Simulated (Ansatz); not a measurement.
Pd (fcc (Cu type)), relaxed with r²SCAN (Ansatz, a program for electronic structure, plane waves, PAW): a = 3.9073 Å, b = 3.9073 Å, c = 3.9073 Å, α = 90.00°, β = 90.00°, γ = 90.00°.

| Item | Result |
|---|---|
| B₀ by P(V) fit (GPa) | 185 |
| K_Hill (GPa) | 186 |
| G_Hill (GPa) | 47.5 |
| Θ_D (K) | 273 |

Q: The same phase is relaxed and computed with r²SCAN+D4 in the same code. What are the cell and these values now?

A: a = 3.8965 Å, b = 3.8965 Å, c = 3.8965 Å, α = 90.00°, β = 90.00°, γ = 90.00°.

B₀ by P(V) fit (GPa): 192
K_Hill (GPa): 192
G_Hill (GPa): 49.4
Θ_D (K): 278

All cells were relaxed under the symmetry of their starts (and spin orders); stability against distortions was not tested throughout. Rows with no word on spin ran without spin polarisation. Scalar-relativistic: spin–orbit coupling is off unless named, which matters more the heavier the elements.

Potentials: the later of the program's two PAW sets.

Ansatz is a plane-wave DFT program.
